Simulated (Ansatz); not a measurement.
Relaxed SnSe2 (CdI2 type):

```xyz
6
Lattice="7.6806 0.0000 0.0000 -1.9201 3.3258 0.0000 0.0000 0.0000 6.0057" Properties=species:S:1:pos:R:3 pbc="T T T"
Sn     0.0000     0.0000     0.0000
Sn     3.8403     0.0000     0.0000
Se     0.0000     2.2172     1.5935
Se     3.8403     2.2172     1.5935
Se     1.9201     1.1086     4.4122
Se     5.7604     1.1086     4.4122
```

Method: PBE-D3(BJ) (plane waves to 420 eV, PAW, scalar-relativistic; Ansatz, a quantum-chemistry and plane-wave program). k mesh 4×8×5 (Γ-centred), Fermi-Dirac smearing 0.05 eV. As the smearing reaches across the gap at some points, energies and forces of such displacements shift with the k mesh and the smearing. SnSe2 was relaxed with its symmetry unable to fall.

One atom of the cell was then moved (with its periodic images), all else fixed, and the forces (eV/Å) came out as:

| atom | Fx | Fy | Fz |
|---|---|---|---|
| Sn1 | -0.541 | -2.044 | -0.446 |
| Sn2 | 0.546 | 0.417 | 0.229 |
| Se3 | -0.083 | 1.089 | 0.738 |
| Se4 | 0.086 | 0.067 | -0.213 |
| Se5 | 0.169 | 0.079 | -0.296 |
| Se6 | -0.177 | 0.392 | -0.011 |

Problem. Which atom was moved, and by which vector (Å)?

Solution. Sn1, by (0.00, 0.30, 0.00), 0.30 Å in all.

(For displaced atoms, the force is minus the slope of the energy, and its curvature is a force constant, which sets phonon frequencies.)
